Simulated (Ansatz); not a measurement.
TiO2 (anatase)

```xyz
6
Lattice="-1.8992 1.8992 4.8519 1.8992 -1.8992 4.8519 1.8992 1.8992 -4.8519" Properties=species:S:1:pos:R:3 pbc="T T T"
Ti     0.0000     0.0000     4.8519
Ti     1.8992     0.0000     2.4260
O      0.0000     0.0000     2.8490
O      1.8992     0.0000     0.4231
O      1.8992     0.0000     4.4288
O      0.0000     0.0000     6.8548
```

The slice is a (001) plane (indices of the conventional cell) through the point (0.044, 0.544, 0.500) (fractional), spanned by u = [101] and v = [011] in vectors of this cell: u (3.80 Å) and v (3.80 Å, at 90° to u). It covers one period; positions are fractions (u, v).

The numbers are results of PBE (plane waves to 420 eV, PAW, scalar-relativistic; Ansatz, a first-principles code), not measurements. k mesh 12×12×12. These are valence fields of a PAW run, semicore shells included where kept as valence: close to a nucleus they are smooth pseudo fields. The PAW data are Ansatz's earlier set. TiO2 is run without spin polarisation. TiO2 was relaxed with its symmetry unable to fall.

Three fields on this plane, each scaled to ten steps between its own extremes (0 low, 9 high; the total valence density on a logarithmic scale, the potential cut 8 eV below its top; x marks points blanked near nuclei; v = 0 in the bottom row):

Map A
```
|xxxxxx9889xxxxxxxxx9889xxxxx|
|xxxxxx9889xxxxxxxxx9889xxxxx|
|xxxxxx8878xxxxxxxxx8788xxxxx|
|xxxxx877778xxxxxxx877778xxxx|
|xxxx8776667899x9987666778xxx|
|9888766555667888766555667888|
|7776655445566676665544556677|
|5555544444556666655444445555|
|4444333445566666665544333444|
|3332233345566777665543332233|
|1112223345667777766543322211|
|0011123345677888776543321110|
|0000123455678888876554321000|
|0000123456678888876654321000|
|0000123455678888876554321000|
|0011123345677888776543321110|
|1112223345667777766543322211|
|3332233345566777665543332233|
|4444333445566666665544333444|
|5555544444556666655444445555|
|7776655445566676665544556677|
|9888766555667888766555667888|
|xxxx8776667899x9987666778xxx|
|xxxxx877778xxxxxxx877778xxxx|
|xxxxxx8878xxxxxxxxx8788xxxxx|
|xxxxxx9889xxxxxxxxx9889xxxxx|
|xxxxxx9889xxxxxxxxx9889xxxxx|
|xxxxxx999xxxxxxxxxxx999xxxxx|
```

Map B
```
|xxxxxx0000xxxxxxxxx0000xxxxx|
|xxxxxx0000xxxxxxxxx0000xxxxx|
|xxxxxx0000xxxxxxxxx0000xxxxx|
|xxxxx210000xxxxxxx000012xxxx|
|xxxx4331000000x0000001344xxx|
|5555654200000000000002456555|
|7777765421000000000124567777|
|8888876543200000002345678888|
|9999887765432222234567788999|
|9999988776654334455677889999|
|9999998887765444566788899999|
|9999999888766655667888999999|
|9999999988766656667889999999|
|9999999988776555667889999999|
|9999999988776656667889999999|
|9999999888766656667888999999|
|9999998887765555566788899999|
|9999988776654333456677889999|
|9999887765432222234567788999|
|8888876543200000002345678888|
|7777765421000000000124567777|
|4555654200000000000002456555|
|xxxx4431000000x0000001344xxx|
|xxxxx210000xxxxxxx000012xxxx|
|xxxxxx0000xxxxxxxxx0000xxxxx|
|xxxxxx0000xxxxxxxxx0000xxxxx|
|xxxxxx0000xxxxxxxxx0000xxxxx|
|xxxxxx000xxxxxxxxxxx000xxxxx|
```

Map C
```
|xxxxxx7313xxxxxxxxx3137xxxxx|
|xxxxxx7212xxxxxxxxx2127xxxxx|
|xxxxxx6211xxxxxxxxx1126xxxxx|
|xxxxx962112xxxxxxx211269xxxx|
|xxxx9741001234x4321001479xxx|
|9999753100001121100001357999|
|8887531000000000000000135788|
|6654310000011111110000013456|
|4332100001223333322100001233|
|1110000012456666654210000011|
|0000000124678888876421000000|
|0000000135789999987531000000|
|0000001246889999988642100000|
|0000001256899999998652100000|
|0000001246889999988642100000|
|0000000135789999987531000000|
|0000000124678888876421000000|
|1110000012456666654210000011|
|4332100001223333322100001233|
|6654310000011111110000013456|
|8887531000000000000000135788|
|9999753100001121100001357999|
|xxxx9741001234x4321001479xxx|
|xxxxx962112xxxxxxx211269xxxx|
|xxxxxx6211xxxxxxxxx1126xxxxx|
|xxxxxx7212xxxxxxxxx2127xxxxx|
|xxxxxx7313xxxxxxxxx3137xxxxx|
|xxxxxx732xxxxxxxxxxx237xxxxx|
```

Question: Assign the maps to these fields: electron localisation function (ELF); valence electron density; electrostatic potential energy of an electron, from the cell's mean.

Answer: A is the valence electron density; B is the electrostatic potential energy of an electron, from the cell's mean; C is the electron localisation function (ELF).
